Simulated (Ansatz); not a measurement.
ZnS (P6_3mc), two-dimensional strain map

All numbers below come from DFT PBE, scalar-relativistic, plane waves, PAW in Ansatz. The runs took a 420 eV cutoff, a Γ-centred 12×12×2 mesh and Gaussian smearing (0.05 eV). No spin polarisation. Energies are free energies at this smearing, counted from the undisturbed cell; pressure is positive in compression.

The undisturbed cell (relaxed at this level):

```xyz
8
Lattice="3.8467 0.0000 0.0000 -1.9234 3.3314 0.0000 0.0000 0.0000 12.5902" Properties=species:S:1:pos:R:3 pbc="T T T"
Zn    0.0000    0.0000    0.0006
Zn    0.0000    0.0000    6.2957
Zn    0.0000    2.2209    3.1479
Zn    1.9234    1.1105    9.4430
S     0.0000    0.0000    2.3580
S     0.0000    0.0000    8.6531
S     0.0000    2.2209    5.5099
S     1.9234    1.1105   11.8050
```

The cell is strained by p along both x and y and by q along z, fractional coordinates fixed. Points are written (p, q).

Energy above the undisturbed cell in meV/atom (a dash: not computed):

```csv
p \ q,-0.030,-0.015,0.000,0.015,0.030
-0.030,39.5,28.5,22.9,21.8,24.6
-0.015,18.5,–,5.5,–,10.5
0.000,9.8,2.3,0.0,2.1,8.0
0.030,22.3,–,18.4,–,31.8
```

Pressure in GPa:

```csv
p \ q,-0.030,-0.015,0.000,0.015,0.030
-0.030,7.8,6.3,5.0,3.8,2.8
-0.015,4.9,–,2.3,–,0.3
0.000,2.4,1.1,0.0,-1.0,-1.8
0.030,-1.4,–,-3.5,–,-5.0
```

Gap on the k-mesh in eV:

```
 p \ q  -0.030  -0.015  0.000  0.015  0.030
-0.030    2.46    2.35   2.25   2.14   2.02
-0.015    2.33       –   2.15      –   1.95
 0.000    2.16    2.13   2.05   1.96   1.87
 0.030    1.87       –   1.78      –   1.67
```